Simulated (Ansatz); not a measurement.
LaF3 (space group P6_3/mmc)

```xyz
8
Lattice="4.1590 0.0000 0.0000 -2.0795 3.6018 0.0000 0.0000 0.0000 7.3410" Properties=species:S:1:pos:R:3 pbc="T T T"
La     2.0795     1.2006     5.5057
La     0.0000     2.4012     1.8352
F      0.0000     2.4012     6.7534
F      2.0795     1.2006     0.5876
F      2.0795     1.2006     3.0829
F      0.0000     2.4012     4.2581
F      0.0000     0.0000     1.8352
F      0.0000     0.0000     5.5057
```

This relaxed cell (volume V₀) is scaled evenly in all directions, its shape held. The atoms relax within the cell's symmetry.

Calculation: r2SCAN (plane waves to 500 eV, PAW, scalar-relativistic; Ansatz, a program for electronic structure). k mesh 9×9×5 (Γ-centred), Fermi-Dirac smearing 0.05 eV. E stands for the smeared free energy. Stress and pressure are positive under compression. With the shape held, the modulus is that of even scaling; a crystal free to change shape is softer. LaF3 is run without spin polarisation. LaF3 was relaxed with its symmetry unable to fall. This is one of several known forms of LaF3; the measured ambient cells at hand have space group No. 165. ΔE is measured from the relaxed starting cell.

| V (Å³/atom) | ΔE (meV/atom) |
|---|---|
| 11.547 | withheld |
| 11.987 | 110.5 |
| 12.427 | 58.2 |
| 12.866 | 24.2 |
| 13.306 | 5.7 |
| 13.746 | 0.0 |
| 14.186 | 5.0 |
| 14.626 | 19.0 |
| 15.066 | 40.4 |
| 15.506 | 68.0 |
| 15.946 | 100.6 |

**Question.** Fit a third-order Birch-Murnaghan form (E₀, V₀, B₀, B₀′ free) to the given rows and predict ΔE at V = 11.547.

**Answer.** Least squares on the 10 given rows: ΔE = E₀ + (9V₀B₀/16)·y²·[2 + (B₀′ − 4)y], y = (V₀/V)^(2/3) − 1, with V₀ = 13.746 Å³/atom, B₀ = 121.3 GPa (160.2 GPa = 1 eV/Å³; the term in eV is multiplied by 1000), B₀′ = 4.68, E₀ = 0.03 meV/atom; root-mean-square residual 0.07 meV/atom. At 11.547 the fit gives 185.3 meV/atom; the calculation gives 185.1 meV/atom, so the extrapolation is off by 0.2 (+0.1 %). For the pressure the fit gives 31.9 GPa against the computed 31.7 GPa.

(Under strain, the slope of the energy per volume gives the stress and its curvature an elastic modulus.)
